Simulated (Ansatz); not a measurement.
**What DFT gives for TiTlF3**

```yaml
crystal:
  lattice:
    - [4.33965, 0.00000, 0.00000]
    - [0.00000, 4.33965, 0.00000]
    - [0.00000, 0.00000, 4.33965]
  atoms:
    - { symbol: Ti, position: [0.00000, 0.00000, 0.00000] }
    - { symbol: F, position: [0.50000, 0.00000, 0.00000] }
    - { symbol: F, position: [0.00000, 0.50000, 0.00000] }
    - { symbol: F, position: [0.00000, 0.00000, 0.50000] }
    - { symbol: Tl, position: [0.50000, 0.50000, 0.50000] }
```

Method: PBE, with U_eff = 4.16 eV on Ti d (all-electron-ortho-atomic projectors), collinear spin; PAW, plane waves to 420 eV, 6×6×6 Γ-centred mesh, gaussian occupations (width 0.0293 eV) (Ansatz 0.2.0), atoms fixed.

Magnetic state (reached from a saved solution, and it need not be the lowest): Ti1 down.

(1) Which orbitals make up the band edges?

(2) What does the stress say?

(3) How large are the moments?

(4) Metal or insulator? Give the gap.

(5) Describe some of the short contacts.

Origin: a known structure type with other elements, at an estimated volume, so it need not be a known compound. Caveats: no spin-orbit coupling, which can shift this gap by tenths of an eV.

## Answers

(1) Within 0.7 eV of the edges, the states project mainly on Ti d (85 %) and F p (14 %) below the gap and on Tl p (75 %) above it.

(2) The pressure is 1.1 GPa (compression positive), so with the atoms held at these fractions the cell would first expand.

(3) Ti1 -1.79 μB of spin moment in Bader basins; net size 2.00 μB a cell.

(4) The gap is 0.77 eV, indirect or between spins (the least direct gap found is 1.34 eV).

(5) Ti–F at 2.17 Å: least valence density 0.30 e/Å³ and ELF 0.05 there. Tl–F at 3.07 Å: least valence density 0.08 e/Å³ and ELF 0.04 there, a closed-shell (ionic or weak) contact. These are pseudo-fields; inside the PAW spheres they differ from the all-electron ones.
